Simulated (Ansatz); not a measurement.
# Phases of Hf at 71 GPa

Structure types of Hf are relaxed in primitive cells with their symmetry kept at 71 GPa, first on PAW files, then by LAPW. The enthalpy is E + pV at zero temperature, without zero-point motion. Only the types listed were tried, and differences under about 5 meV/atom are mesh noise. The real phase may be another.

All numbers are PBEsol results (scalar-relativistic) from Ansatz 0.2.0, with Fermi–Dirac smearing of 0.1 eV, no spin polarisation. Methods: LAPW: all electrons, basis error target 0.5 meV/atom; PAW: frozen-core files, cutoff 420 eV.

k meshes: fcc 17×17×17, bcc 17×17×17, hcp 16×16×9, omega 8×8×11, sc 15×15×15, beta tin 16×16×16.

Spin–orbit coupling is left out, which matters for the heavy atoms. The PAW files were made under PBE.

Q: Which type is lowest in enthalpy, and by how much?

A: bcc, 31 meV/atom below omega. The whole table:

```
start type             ends as          a, b, c (Å)  V (Å³/atom)  H − H(lowest), LAPW (meV/atom)  same, PAW
       fcc          fcc, Fm-3m  3.923, 3.923, 3.923        15.10                            46.2       45.4
       bcc          bcc, Im-3m  3.092, 3.092, 3.092        14.78                             0.0        0.0
       hcp       hcp, P6_3/mmc  2.766, 2.766, 4.585        15.19                            34.9       34.4
     omega       omega, P6/mmm  4.399, 4.399, 2.726        15.23                            30.9       30.8
        sc           sc, Pm-3m  2.501, 2.501, 2.501        15.65                          1433.4     1433.6
  beta tin  beta tin, I4_1/amd  4.802, 4.802, 2.640        15.22                           723.3      723.7
```

Q: Split the lead of bcc over omega into energy and pV.

A: For omega less bcc: ΔE = -168.8 meV/atom, and p·ΔV = 71 GPa × +0.4507 Å³ × 6.242 meV/(GPa·Å³) = +199.7 meV/atom, together 30.9 meV/atom. bcc wins by its smaller volume, against the internal energy.
